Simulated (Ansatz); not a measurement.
SiC (4H polytype, P6_3mc), PBE in the plane-wave PAW code Ansatz, all energies at zero smearing, with the estimated change up to a 700 eV cutoff added, with one set of potentials and settings (totals compare only within such a set). Cell of 8 atoms (4 Si, 4 C): -3548.667 eV.

```
element                reference phase  E (eV/atom)
-------  -----------------------------  -----------
Si          Fd-3m, 2 atoms in the cell    -635.8114
C        P6_3/mmc, 4 atoms in the cell    -250.9463
```

Formation energy per atom, worked out: (-3548.667 − 4×(-635.8114) − 4×(-250.9463))/8 = -0.204 eV/atom (-20 kJ per mol of atoms), at 0 K, without zero-point energy or fitted corrections.

The PBE relaxation kept the symmetry of its start. The references are the lowest solids computed at this level, not always the standard phases.

Potentials: the earlier of the program's two PAW sets.
